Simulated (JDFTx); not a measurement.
Part of a log of JDFTx (a modified build) for hexafluoroantimonate, SbF6 (SMILES [F][Sb-]([F])([F])([F])([F])[F]), charge -1, multiplicity 1 (PBE, GBRV ultrasoft potentials, plane waves to 20/100 Ha):

```
unit cell volume = 12112
Chosen fftbox size, S = [  100  112  100  ]
unit cell volume = 12112
Chosen fftbox size, S = [  96  100  96  ]
  'F' pseudopotential, 'SLA  PW   PBX  PBC' functional
  7 valence electrons, 2 orbitals, 4 projectors, 799 radial grid points, with lMax = 1
  'Sb' pseudopotential, 'SLA  PW   PBX  PBC' functional
  15 valence electrons, 3 orbitals, 6 projectors, 891 radial grid points, with lMax = 2
Initialized 2 species with 7 total atoms.
Folded 1 k-points by 1x1x1 to 1 k-points.
nElectrons:  58.000000   nBands: 29   nStates: 1
average nbasis = 51781.000 , ideal nbasis = 51743.366
Correction to mu due to finite nuclear width = -0.00466938
   Cavity determined by nc: 0.00142 and sigma: 0.707107
   Nonlocal vdW cavity from gaussian model electron density with norm = 8 and sigma = 0.993594 bohr
   Charge asymmetry in cavity with sensitivity pCavity = 36.5 e-bohr/Eh
   Electrostatic cavity expanded by eta = 1.46 bohrs
   Weighted density cavitation model constrained by Nbulk: 0.0049383 bohr^-3, Pvap: 3.14029 kPa, Rvdw: 2.61727 bohr and sigmaBulk: 4.62e-05 Eh/bohr^2 at T: 298 K.
   Weighted density dispersion model using vdW pair potentials with single solvent site with sqrtC6eff: 0.77 SI.
[...]
	Linear fluid (dielectric constant: 78.4, screening length: 4.0613 Bohr) occupying 0.862813 of unit cell:	Completed after 15 iterations
[... later lines of the fluid solver are left out ...]
ElecMinimize: Iter:   0  Etot: -229.532025634666752  |grad|_K:  9.197e-08  alpha:  1.000e+00
ElecMinimize: Iter:   1  Etot: -229.532025643279667  |grad|_K:  4.536e-08  alpha:  6.783e-01  linmin: -6.025e-04
ElecMinimize: Iter:   2  Etot: -229.532025645668796  |grad|_K:  2.769e-08  alpha:  7.726e-01  linmin: -1.653e-03
[... lines cut ...]
ElecMinimize: Iter:   3  Etot: -229.532119404284970  |grad|_K:  8.607e-07  alpha:  6.371e-01  linmin: -3.249e-02
ElecMinimize: Iter:   4  Etot: -229.532120135475139  |grad|_K:  4.086e-07  alpha:  6.415e-01  linmin: -1.936e-02
ElecMinimize: Iter:   5  Etot: -229.532120306378772  |grad|_K:  1.916e-07  alpha:  6.719e-01  linmin: -4.575e-05
ElecMinimize: Iter:   6  Etot: -229.532120343477686  |grad|_K:  8.441e-08  alpha:  6.728e-01  linmin:  1.445e-04
ElecMinimize: Iter:   7  Etot: -229.532120350793321  |grad|_K:  3.871e-08  alpha:  6.840e-01  linmin:  1.197e-04
ElecMinimize: Converged (|Delta Etot|<1.000000e-07 for 2 iters).

# Energy components:
   A_diel =       -0.0405461007743627
   Eewald =      112.8231161146368606
       EH =      317.2123922848353459
     Eloc =     -719.7819171688661299
      Enl =       29.9346817717598270
      Exc =      -50.3780974324610753
 Exc_core =        9.1244377561967003
       KE =       71.5784817990050897
  MuShift =       -0.0046693751255679
-------------------------------------
     Etot =     -229.5321203507933205

IonicMinimize: Iter:   2  Etot: -229.532120350793321  |grad|_K:  1.489e-04  alpha:  1.000e+00  linmin:  3.754e-01
IonicMinimize: Converged (|grad|_K<4.000000e-04).

	eMin: -1.344061 at state 0 ( [ +0.000000 +0.000000 +0.000000 ] spin 0 )
	HOMO: -0.343623 at state 0 ( [ +0.000000 +0.000000 +0.000000 ] spin 0 )
```

Which solvation model was used?
(A) CANDLE
(B) linear PCM without cavity terms (LA12)
(C) linear PCM (GLSSA13)
(D) soft-sphere model

A, CANDLE. The liquid was water (dielectric constant 78.4), 2 M NaCl.
